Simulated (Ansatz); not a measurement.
LaIn$_{3}$:
```
CELL_PARAMETERS angstrom
      4.76545     0.00000     0.00000
      0.00000     4.76545     0.00000
      0.00000     0.00000     4.76545
ATOMIC_POSITIONS crystal
  La 0.00000 0.00000 0.00000
  In 0.50000 0.00000 0.50000
  In 0.00000 0.50000 0.50000
  In 0.50000 0.50000 0.00000
```

Relaxed with r²SCAN. Special points in fractions of this cell's reciprocal vectors: Γ (0.000, 0.000, 0.000); X (0.000, 0.500, 0.000); M (0.500, 0.500, 0.000); R (0.500, 0.500, 0.500).

Q: List the band energies nearest the Fermi level at these points for DFT-r²SCAN in the program Ansatz with PAW potentials.

A: In eV from the Fermi level; about four levels below and three above (degenerate sets whole), none deeper than 8.9 eV; points with the same levels are listed once.

```
k                          below                above
-  -----------------------------  -------------------
Γ  -3.07 -3.07 -1.19 -1.19 -1.19       1.80 1.80 1.80
X        -1.85 -1.48 -1.48 -1.08       1.31 1.31 1.99
M  -5.07 -5.07 -3.21 -0.41 -0.41  1.39 1.39 1.77 1.77
R        -3.42 -1.51 -1.51 -1.51       2.37 2.37 2.37
```

Space group Pm-3m (Cu3Au type). The workflow started from a Materials Project entry (that database holds measured and hypothetical structures alike); the Crystallography Open Database copy checked does not list it. With La and In taken as one species the cell has the higher symmetry Fm-3m, so it may be an ordered model of a mixed-site phase. Whether it is the stable phase at ambient conditions was not checked. Symmetry was held in the r²SCAN relaxation; its stability against distortions is not shown here. Scalar-relativistic: spin–orbit coupling is off unless named, which matters more the heavier the elements.

Potentials: the later of the program's two PAW sets.
